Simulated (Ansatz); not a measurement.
A scan (energy against volume; even scaling of the relaxed cell, symmetry kept) gave these values. Level of theory: r2SCAN (plane waves to 500 eV, PAW, scalar-relativistic; Ansatz, a program for electronic structure).

The bulk modulus at fixed cell shape B₀ (third-order Birch-Murnaghan fit) comes out as 428 GPa and the pressure derivative B₀′ (fit) is 4.7. The equilibrium volume of the fit comes out as 14.01 Å³/atom.

Problem. Of these crystals, all scanned alike, which one is it?
(A) BaTiO₃ (tetragonal-perovskite type, space group P4mm)
(B) CdSe (wurtzite)
(C) Os (hcp, Mg type)
(D) AlN (wurtzite)

Solution. C, Os (hcp, Mg type). The others have, for the bulk modulus at fixed cell shape: AlN 211 GPa, CdSe 51.4 GPa, BaTiO3 144 GPa

All were relaxed with their symmetry unable to fall. BaTiO3 is run without spin polarisation. Os is run without spin polarisation. Spin-orbit coupling is left out. With the shape held, the modulus is that of even scaling; a crystal free to change shape is softer.

(A scan under strain: stresses follow from slopes of the energy per volume, elastic moduli from its curvatures.)
